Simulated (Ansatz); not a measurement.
**La (P6_3/mmc), phonons: input and output**

Level of theory: PBEsol, all-electron LAPW in Ansatz 0.2.0, scalar-relativistic.

The cell comes from a PAW relaxation under the same functional.

Launched as:

```sh
ansatz run input.yaml --threads 1 --pin off --max-ram 3072MiB --backend cpu --events-out ev --progress --plain --runs-dir out
```

Input file:

```yaml
crystal:
  lattice:
    - [3.6597815769, 0.0, 0.0]
    - [-1.82989078845, 3.16946381789, 0.0]
    - [0.0, 0.0, 5.97597765795]
  atoms:
    - { symbol: La, position: [0.333333333333, 0.666666666667, 0.25] }
    - { symbol: La, position: [0.666666666667, 0.333333333333, 0.75] }
kpoints:
  mp_grid: { grid: [12, 12, 8] }
scf:
  occupations: { method: fermi_dirac, width: 0.1 }
hamiltonian:
  xc: pbesol
  pseudopotentials: { kind: all_electron, lapw: { basis_error: 0.001 } }
phonons:
  qmesh: [2, 2, 2]
  qpath:
    path:
      - [0.0, 0.0, 0.0]
      - [0.5, 0.0, 0.0]
      - [0.3333333333, 0.3333333333, 0.0]
      - [0.0, 0.0, 0.0]
      - [0.0, 0.0, 0.5]
      - [0.5, 0.0, 0.5]
      - [0.3333333333, 0.3333333333, 0.5]
      - [0.0, 0.0, 0.5]
      - [0.5, 0.0, 0.5]
    npoints: 6
  temperatures: { t_min: 0, t_max: 1000, t_step: 100 }
```

The program printed:

```
Warning: RAYON_NUM_THREADS=1 ignored (pool sized by the plan → 1); use --threads N
LAPW: plane waves up to 5.895 Å⁻¹, error target 1.0e-3 eV per atom; small_component_spin mean_spin; La in spheres of 1.775 Å, 27 of its electrons in bands, Dirac shells [] (how accurate: ...
Engine: ansatz 0.2.0, x86_64-unknown-linux-gnu
Pseudopotentials: kind: all_electron
Pseudopotential: La, LAPW, valence charge 27, lapw/all_electron/scalar/gaussian/La, Koelling and Harmon's equation, gaussian nucleus
Functional definition: PBEsol
  exchange = pbesol_x
  correlation = pbesol_c
Crystal: 4 atoms, lattice volume = 138.637 Å³
Basis set: ecut = 132.4186646990904 eV, 479 PW (Γ), FFT grids on a1, a1+a2, a3, exchange–correlation at level 2
Bands: 66, of which v1, the nominal top of the filled ones, is band 54 counted from 1 (53 counted from 0)
Symmetry: 16 space group operations
k-points: 125 of 576
Non-local potential: La, projectors of the file, none
Initial density: superposition of atomic densities (chi_scale 0.1, normalization cell)
Initial wavefunctions: plane waves of lowest kinetic energy (no species holds an atomic orbital)
[... 171 lines left out ...]
  symmetry images taken by strict's conditions (phonons.symmetry_images: auto; settled by no image being taken that strict refuses)
  supercell 2 (2 cells, vectors [1, 0, 0], [0, 2, 0], [0, -3, 1] in multiples of the cell's): 2 displaced members by 0.01 Å; free energy -924077.613444 eV; taken off its force constants: by the sum rule 1.4e-5, by the ...
  symmetry images taken by strict's conditions (phonons.symmetry_images: auto; settled by no image being taken that strict refuses)
  supercell 3 (2 cells, vectors [1, 0, 0], [0, 1, 0], [0, 0, 2] in multiples of the cell's): 2 displaced members by 0.01 Å; free energy -924077.613444 eV; taken off its force constants: by the sum rule 1.2e-4, by the ...
  symmetry images taken by strict's conditions (phonons.symmetry_images: auto; settled by no image being taken that strict refuses)
  q = [0.0000, 0.0000, 0.0000] (star 1, supercell 1; hermiticity 0.00e0, symmetrization 7.43e-5): -0.00 0.00 0.00 28.79 28.79 80.36
  q = [0.0000, 0.0000, -0.5000] (star 1, supercell 3; hermiticity 9.60e-17, symmetrization 2.63e-17): 22.25 22.25 22.25 22.25 70.83 70.83
  q = [0.0000, -0.5000, 0.0000] (star 3, supercell 1; hermiticity 1.74e-16, symmetrization 0.00e0): 9.59 33.22 53.15 62.73 70.69 78.50
  q = [0.0000, -0.5000, -0.5000] (star 3, supercell 2; hermiticity 1.87e-16, symmetrization 1.71e-16): 31.71 31.71 42.59 42.59 84.35 84.35
  joined force constants: q→R imaginary residual 2.45e-17
  density of states and harmonic sums: on the 20×20×12 q-mesh, interpolated from the force constants of a 2×2×2 supercell (no non-analytic term)
  largest difference from the sums on the solved wave vectors: F 6.59e-2 eV, S 8.70e-5 and C_V 2.11e-5 eV/K
```

The calculation finished and met its thresholds.

### Zone-centre phonons

Harmonic phonons of a crystal by Kohn-Sham DFT at the given cell, standard atomic masses, acoustic sum rule imposed; negative wavenumbers are unstable modes; optical zone-centre levels upwards with Mulliken labels, activity, and the element with most of the kinetic energy.

```
Point group : 6/mmm
```

| number | phonon wavenumber (cm⁻¹) | label | infrared | raman | lead element |
| --- | --- | --- | --- | --- | --- |
| 1 | 28.8 | E2g | no | yes | La |
| 2 | 80.4 | B1g | no | no | La |

Phonons on the q mesh:

One row a degenerate set, branches counted upwards.

* Unstable phonons: no

```csv
point,q a (r.l.u.),q b (r.l.u.),q c (r.l.u.),branch,phonon wavenumber (cm⁻¹),degeneracy
Gamma,0,0,0,4,28.8,2
Gamma,0,0,0,6,80.4,1
M,0.5,0,0,1,9.6,1
M,0.5,0,0,2,33.2,1
M,0.5,0,0,3,53.2,1
M,0.5,0,0,4,62.7,1
M,0.5,0,0,5,70.7,1
M,0.5,0,0,6,78.5,1
A,0,0,0.5,1,22.2,4
A,0,0,0.5,5,70.8,2
L,0.5,0,0.5,1,31.7,2
L,0.5,0,0.5,3,42.6,2
L,0.5,0,0.5,5,84.4,2
```

Known limits: responses of metals move with mesh and smearing; a very soft zone-boundary mode, near an instability or sensitive to the mesh; activity by symmetry alone, a metal screens infrared modes.

Time and hardware: 34 min on 1 thread of Intel(R) Xeon(R) Platinum 8488C (Sapphire Rapids), with other jobs on the host, peak memory 2 GiB.
